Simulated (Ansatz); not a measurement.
Ca: energy along a strain

Ca, Fm-3m, a = 5.588 Å (as given, not relaxed at this level: -1.2 GPa). Ansatz: PBEsol, PAW, 420 eV, Γ-centred 14×14×14 mesh on 1 atom, Gaussian smearing 0.15 eV; no spin polarisation. Cell vectors (Å): 0.000 2.794 2.794; 2.794 0.000 2.794; 2.794 2.794 0.000. The cell is strained by x per cent times the pattern (1 0 0 0 0 0) in the order xx yy zz yz xz xy (engineering shears), with fractional coordinates held. y is the free energy over the start, V0 = 43.632 Å³/atom.

```
x (%) y (meV/atom)
-6.00             ?
-4.50         -8.84
-3.00         -7.11
-1.50         -4.15
 0.00          0.00
 1.50          5.33
 3.00         11.81
 4.50         19.43
 5.25         23.66
 6.00         28.16
```

Question: Fit y = c1 x + c2 x² + c3 x³ to the other rows, get the stiffness along the pattern, and predict the missing energy.

Answer: Least squares on the rows shown. y = 3.1627 x + 0.26146 x² − 0.0010544 x³. The clamped-ion stiffness p·C·p = 2 × 2.615 eV × 160.2 / 43.632 Å³ = 19.2 GPa, which is C11 in these axes (second derivative at the start, which stands under stress). At x = -6.00 the fit asked for gives -9.34 meV/atom. The run gave -9.35 meV/atom, so the fit is 0.01 meV/atom too high, a small miss on the scale of the series.